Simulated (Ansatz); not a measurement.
# Si, BC8: geometry optimisation

All numbers below come from Ansatz, DFT, r2SCAN, plane waves (500 eV) with PAW, scalar-relativistic. The PAW files were generated under PBE, with cores re-solved for the functional.

k-point mesh 4×4×4, Fermi-Dirac smearing 0.05 eV, no spin polarisation. Cell and atoms relax.

Starting structure:

```cif
data_structure
_symmetry_space_group_name_H-M 'P 1'
_symmetry_Int_Tables_number 1
_cell_length_a 5.7469
_cell_length_b 5.7469
_cell_length_c 5.7469
_cell_angle_alpha 109.471
_cell_angle_beta 109.471
_cell_angle_gamma 109.471
_cell_volume 146.11
loop_
_atom_site_label
_atom_site_type_symbol
_atom_site_fract_x
_atom_site_fract_y
_atom_site_fract_z
_atom_site_occupancy
Si1 Si 0.20060 0.20060 0.20060 1
Si2 Si 0.50000 0.00000 0.29940 1
Si3 Si 0.29940 0.50000 0.00000 1
Si4 Si 0.00000 0.29940 0.50000 1
Si5 Si 0.79940 0.79940 0.79940 1
Si6 Si 0.50000 0.00000 0.70060 1
Si7 Si 0.70060 0.50000 0.00000 1
Si8 Si 0.00000 0.70060 0.50000 1
```

Problem. What cell does the relaxation end in?

Solution. Ia-3 with a = 6.647 Å; 18.35 Å³ per atom against 18.26 at the start (0.5 %).

Problem. How much energy does the relaxation gain?

Solution. 0.6 meV per atom.

Path of the relaxation (the plane waves are chosen anew near the end, which can shift the energy a little):

| step | E − E(final) (meV/atom) | V (Å³/atom) | P (GPa) | max force (eV/Å) |
| --- | --- | --- | --- | --- |
| 0 | 0.63 | 18.264 | 0.75 | 0.082 |
| 1 | 0.06 | 18.346 | 0.13 | 0.027 |
| 2 | 0.00 | 18.351 | 0.00 | 0.001 |
| 3 | 0.00 | 18.351 | 0.00 | 0.001 |
